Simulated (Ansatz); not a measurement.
CuPd (CsCl type, Pm-3m), plane-wave PAW PBEsol (Ansatz code), all energies at zero smearing, with the estimated change up to a 700 eV cutoff added, with one set of potentials and settings (totals compare only within such a set). Cell of 2 atoms (1 Cu, 1 Pd): -13495.643 eV.

```
element             reference phase  E (eV/atom)
-------  --------------------------  -----------
Cu       Fm-3m, 1 atoms in the cell   -6588.7768
Pd       Fm-3m, 1 atoms in the cell   -6906.6520
```

Formation energy per atom, worked out: (-13495.643 − 1×(-6588.7768) − 1×(-6906.6520))/2 = -0.107 eV/atom (-10 kJ per mol of atoms), at 0 K, without zero-point energy or fitted corrections.

The workflow started from a Materials Project entry (that database holds measured and hypothetical structures alike); the Crystallography Open Database files this formula in space group No. 221, but the cells were not matched. Its standing as an ambient phase is unchecked. The PBEsol relaxation kept the symmetry of its start; of distortions, only those at the zone centre were tested. The run is not spin-polarised. The references are the lowest solids computed at this level, not always the standard phases.

Potentials: the later of the program's two PAW sets.
